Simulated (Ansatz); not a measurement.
Ansatz (a first-principles code) input:

Ansatz 0.2 input:
```yaml
crystal:
  lattice:
    - [-1.6136084326, 1.6136084326, 1.360110131]
    - [1.6136084326, -1.6136084326, 1.360110131]
    - [1.6136084326, 1.6136084326, -1.360110131]
  atoms:
    - { symbol: Ru, position: [0.0, 0.0, 0.0], spin: 0.86 }
kpoints:
  mp_grid: { grid: [19, 19, 19] }
hamiltonian:
  xc: r2scan
  pseudopotentials: { kind: paw }
magnetization: { spin_polarized: true }
scf:
  occupations: { method: gaussian, width: 0.1 }
checkpoint: { read: metal.run }
output: { write_density: true, elf: true, volumetric_format: npy }
```

Output (shortened):

```
Pseudopotential: Ru, paw, valence charge 16
Functional definition: r2SCAN
Crystal: 1 atoms, lattice volume = 14.165 Å³
Basis set: ecut = 500 eV, 357 PW (Γ), exchange–correlation on 80×80×80 points (64 copies of the dense FFT grid, shifted against one another)
Bands: 17, of which v1, the nominal top of the filled ones, is band 8 counted from 1 (7 counted from 0)
Symmetry: 16 space group operations
Space group: I4/mmm (ITA 139), of the structure as read, at distance tolerance 2.4e-5 Å
k-points: 550 of 6859
Stability of the state it starts from, as read at its close in the collinear treatment (another_mixer)
Starting moments: Σ|m| = 0.86 μB on 1 of 1 site; this step starts from the density that it was given
iter 1 solved again at ethr=8.89e-7 eV; its pass at ethr=3.10e-3 eV (dr2=1.42e-4 eV) is discarded
SCF iter   1: F=—  HF=-5890.242711 eV  |F-HF|=—  |Δ(HF+E_count)|=         —  Δρ=7.72e-7 (↑7.72e-7 ↓4.24e-7)  dr2=3.52e-11  dr2_τ=1.74e-11  dr2_m=1.19e-11  M=0.846 μB ∫|m|=0.876 μB  β_m=1.20  ethr=8.89e-7  ⟨swp⟩=2.5  Hψ=143930  notcnv=0
preconditioner: auto → none
SCF iter   2: F=—  HF=-5890.242712 eV  |F-HF|=—  |Δ(HF+E_count)|=   5.06e-7  Δρ=4.54e-7 (↑4.54e-7 ↓3.85e-7)  dr2=7.64e-12  dr2_τ=1.82e-11  dr2_m=1.76e-11  M=0.846 μB ∫|m|=0.876 μB  β_m=1.20  ethr=1.00e-12  ⟨swp⟩=6.5  Hψ=76749  notcnv=0  κ⁻¹=1.0e0(r=1)
SCF iter   3: F=-5890.242712 eV  HF=-5890.242712 eV  |F-HF|=9.09e-12  |Δ(HF+E_count)|=  2.91e-11  Δρ=2.56e-7 (↑2.56e-7 ↓1.70e-7)  dr2=3.61e-12  dr2_τ=3.53e-12  dr2_m=2.80e-12  M=0.846 μB ∫|m|=0.876 μB  ethr=1.00e-12  ⟨swp⟩=1.0  Hψ=41896  notcnv=0
SCF 1 converged in 3 iterations: F = -5890.242712 eV  dr2 = 3.61e-12
Stability not checked (another_mixer)
SCF converged after 3 iterations
Magnetization: 0.8459 μB (8.4229 up, 7.5771 down)
Absolute magnetization: 0.8755 μB (∫|ρ↑−ρ↓|, with the PAW one-centre terms)
Spin contamination: 0.0140 ħ² per cell (⟨S²⟩ above its minimum at these occupations)
Per-site moments (μB) at R_I (Å): [(0.8299502931684167, 1.0958351056732183)]
Free energy (F): -5890.242712 eV
Harris-Foulkes:  -5890.242712 eV  (|F-HF|=9.09e-12)
Internal energy: -5890.237630 eV  (E = F + TS)
E sigma→0 (E₀):  -5890.240171 eV
Entropy (-TS):   -0.005081 eV (-5.081 meV/atom)
Fermi energy:    22.261704 eV
--- Per-component energies (eV) ---
  E_band       = -84.481663
  E_kinetic    = 513.809360
  E_local      = -1307.626956  (includes V_loc(G=0)·N_el)
  E_nonlocal   = 344.090780
  E_hartree    = 420.929389
  E_xc         = -183.824507
  E_vxc        = -266.245752  (∫ρ·V_xc dr)
  E_paw        = -3479.416604  (= ΣΔE_a)
  E_vpaw       = -229.114017  (= ΣTr[D̂ρ^β])
  E_aug_tail   = 0.000093  (compensation charges beyond the density's cutoff)
  E_vtau       = 18.746010  (kinetic-family band-sum trace: ∫τ·v_τ [+ j·A + Jᵃ·Aᵃ] dr)
  E_ewald      = -2197.888230
  E_core_change = -0.310956  (= ΣΔE_core)
  E_smearing   = -0.005081  (= −TS)
  E_closure    = 0.000000  (closes the sum)
  Σ components = -5890.242712   (vs F -5890.242712, Δ=0.00e0)
  [band-id]    e_kinetic+e_local+e_nonlocal+2·e_hartree+e_vxc+e_vpaw+e_augmentation_tail+e_vtau = -84.481704   (vs E_band -84.481663, Δ=-4.09e-5)
--- Band table (eV; the first three rows and the last of 1100) ---
  k-point 0 ↑: bands = ["-53.3156", "-22.0648", "-22.0648", "-21.7977", "14.1664", "18.3246", "20.0144", "20.0144", "20.4306", "22.1571", "38.9928", "38.9928", "42.8972", "50.9149", "50.9149", "51.1786", "51.5177"]
  k-point 1 ↑: bands = ["-53.3116", "-22.0923", "-22.0633", "-21.8039", "14.2776", "18.3508", "19.9805", "20.1027", "20.3734", "22.1242", "39.0766", "39.0769", "43.0500", "49.1955", "49.3612", "52.9730", "53.1697"]
  k-point 2 ↑: bands = ["-53.2998", "-22.1714", "-22.0589", "-21.8219", "14.5963", "18.4269", "19.8837", "20.2294", "20.3632", "22.0316", "39.2084", "39.2823", "43.5009", "47.7171", "47.8464", "53.4562", "55.4973"]
  k-point 549 ↓: bands = ["-52.1835", "-21.7736", "-21.7710", "-21.6336", "16.3206", "16.5303", "24.4548", "24.4886", "24.5386", "30.1912", "30.6025", "36.1449", "40.9600", "42.3259", "46.3652", "49.8857", "59.8898"]
```

Cost: roughly 22 core-seconds on shared cores.

The start of the workflow was typed in or built on a structure type; neither database checked (COD, Materials Project) lists it. It is not the phase usual at ambient conditions (space group No. 194). Symmetry was held in the r²SCAN relaxation; its stability against distortions is not shown here. Magnetic state: ferromagnetic, chosen from 4 collinear starts compared on coarse meshes (ties went to the first, and starts can fall back to one state), not a proven ground state. Other orbital occupations within this spin state were not tried. Scalar-relativistic: spin–orbit coupling is off unless named, which matters more the heavier the elements.

Potentials: the later of the program's two PAW sets.

Ansatz is a plane-wave DFT program.
